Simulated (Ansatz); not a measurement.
Relaxed-ion elastic tensor of SnC (wurtzite, P6_3mc) in GPa (Voigt order), plane-wave PAW PBEsol (Ansatz code); density 6.82 g/cm³, 15.90 Å³ per atom.

```tsv
	1	2	3	4	5	6
1	268	83.4	54.7	0.0	0.0	0.0
2	83.4	268	54.7	0.0	0.0	0.0
3	54.7	54.7	298	0.0	0.0	0.0
4	0.0	0.0	0.0	74.8	0.0	0.0
5	0.0	0.0	0.0	0.0	74.8	0.0
6	0.0	0.0	0.0	0.0	0.0	92.3
```

Is the crystal mechanically stable?

Yes: the smallest eigenvalue of C is 74.8 GPa.

Work out the Voigt, Reuss and Hill averages.

K_V = 136, K_R = 136, K_H = 136; G_V = 91.1, G_R = 88.3, G_H = 89.7 GPa.

Give Young's modulus, Poisson's ratio, Pugh's ratio and the universal anisotropy index.

E = 9KG/(3K + G) = 221 GPa; ν = 0.23; K/G = 1.51 (brittle by the Pugh limit of 1.75); A_U = 5G_V/G_R + K_V/K_R − 6 = 0.16.

Estimate the sound speeds and the Debye temperature.

v_l = √((K + 4G/3)/ρ) = 6120 m/s, v_t = √(G/ρ) = 3630 m/s, mean 4020 m/s; Θ = (h/k)(3n/4πV)^(1/3) v_m = 475 K.

Solve the Christoffel equation for the three sound speeds along x, y, z.

Eigenvalues of C_ijkl n_j n_l equal ρv² (piezoelectric stiffening left out). In km/s, slowest first: x 3.31, 3.68, 6.27; y 3.31, 3.68, 6.27; z 3.31, 3.31, 6.61.

How much does each axis shrink under pressure?

Linear compressibilities β_i = Σ_j S_ij (j = 1 to 3): x 2.5, y 2.5, z 2.4 per TPa.

The start of the workflow was typed in or built on a structure type; neither database checked (COD, Materials Project) lists it. Its standing as an ambient phase is unchecked. Symmetry was held in the PBEsol relaxation; its stability against distortions is not shown here. Its formation energy is positive at this level, so the cell may be metastable or incomplete. Spin–orbit coupling is left out wherever it is not named.

Potentials: the earlier of the program's two PAW sets. The files were generated under PBE; for other functionals the program regenerates the frozen cores, and for LDA and PBEsol the local potential too.
